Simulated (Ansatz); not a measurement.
PbTe (rock salt)

```yaml
crystal:
  lattice:
    - [0.00000, 3.26711, 3.26711]
    - [3.26711, 0.00000, 3.26711]
    - [3.26711, 3.26711, 0.00000]
  atoms:
    - { symbol: Te, position: [0.00000, 0.00000, 0.00000] }
    - { symbol: Pb, position: [0.50000, 0.50000, 0.50000] }
```

The slice is a {110} plane (indices of the conventional cell) through the point (0.000, 0.000, 0.000) (fractional), spanned by u = [100] and v = [1 -1 -1] in vectors of this cell: u (4.62 Å) and v (6.53 Å, at 90° to u). It covers one period; positions are fractions (u, v).

Calculation: r2SCAN (plane waves to 500 eV, PAW, scalar-relativistic; Ansatz, a first-principles code). k mesh 9×9×9. Near the nuclei the fields are pseudised (PAW); where an atom keeps semicore shells as valence, they peak there. PbTe was relaxed with its symmetry unable to fall. Spin-orbit coupling is left out, though Pb and Te are heavy.

Q: Predict the map of the electron localisation function (ELF) on the slice.

A: 
```
|xxxx5588996611001166998855xx|
|4455779999551100115599997755|
|7788999988330000003388999988|
|9999997744110000001144779999|
|5555442211000000000011224455|
|3333221100000000000000112233|
|5555443311000000000011334455|
|4455665533000000000033556655|
|xxxx5555331100000011335555xx|
|xxxx4466441100000011446644xx|
|xxxx5555331100000011335555xx|
|4455665533000000000033556655|
|5555443311000000000011334455|
|3333221100000000000000112233|
|5555442211000000000011224455|
|9999997744110000001144779999|
|7788999988330000003388999988|
|4455779999551100115599997755|
|xxxx5588996611001166998855xx|
|xxxx4477997711001177997744xx|
```
Scale: ten equal steps from 0.01 (start of '0') to 0.69 (end of '9'), in the order '0123456789'. Values: electron localisation function (ELF). The map has 14 points along u (two characters each, u = 0 at the left) and 20 along v (v = 0 in the bottom row). Points within 0.5 Å of a nucleus are blanked (x), as the pseudised field means little there.
